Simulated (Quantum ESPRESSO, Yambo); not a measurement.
**Quasiparticle gap of CsCdF3**

```cif
data_CdCsF3
_chemical_formula_sum 'F3 Cd1 Cs1'
_space_group_name_H-M_alt 'Pm-3m'
_space_group_IT_number 221
_space_group_name_Hall '-P 4 2 3'
_cell_length_a 4.48681
_cell_length_b 4.48681
_cell_length_c 4.48681
_cell_angle_alpha 90.000
_cell_angle_beta 90.000
_cell_angle_gamma 90.000
loop_
_atom_site_label
_atom_site_type_symbol
_atom_site_symmetry_multiplicity
_atom_site_Wyckoff_symbol
_atom_site_fract_x
_atom_site_fract_y
_atom_site_fract_z
_atom_site_occupancy
F1 F 3 c 0.00000 0.50000 0.50000 1
Cd1 Cd 1 b 0.50000 0.50000 0.50000 1
Cs1 Cs 1 a 0.00000 0.00000 0.00000 1
```

The geometry is that of Materials Project entry mp-8399, symmetrised and not relaxed again.

Starting point: LDA (pw.x of Quantum ESPRESSO, ONCV potentials, without SOC). G0W0 in Yambo: 4×4×4 Γ-centred k mesh, bands 5 to 139 and a 7 Ry block in the screening, 139 bands in G with the Bruneval-Gonze terminator, plasmon pole fitted at 27.2 eV.

| Item | Value |
|---|---|
| LDA gap along the band path | 3.08 eV |
| LDA gap between the mesh's edge points (R → Γ) | 3.08 eV |
| G0W0 gap between the same points | 6.35 eV |
| LDA smallest direct gap on the mesh (at Γ) | 4.17 eV |
| G0W0 direct gap at that point | 7.61 eV |

| k point | band | E LDA (eV) | E QP (eV) | shift (eV) | Z |
|---|---|---|---|---|---|
| Γ | VB | -1.09 | -2.96 | -1.87 | 0.79 |
| Γ | CB | 3.08 | 4.65 | 1.57 | 0.87 |
| X | VB | -1.12 | -3.10 | -1.99 | 0.79 |
| X | CB | 5.53 | 7.30 | 1.77 | 0.84 |
| M | VB | 0.00 | -1.73 | -1.73 | 0.81 |
| M | CB | 6.29 | 8.02 | 1.72 | 0.82 |
| R | VB | 0.00 | -1.70 | -1.70 | 0.81 |
| R | CB | 7.03 | 8.44 | 1.41 | 0.87 |

Energies count from the LDA valence-band maximum.

Convergence of the G0W0 settings was not tested.

Spin-orbit splittings are left out. The cell is held in this high symmetry; tilts and polar distortions were not searched.

The structure is a Materials Project entry; no match was found in the copy of COD used, and its stability was not checked.
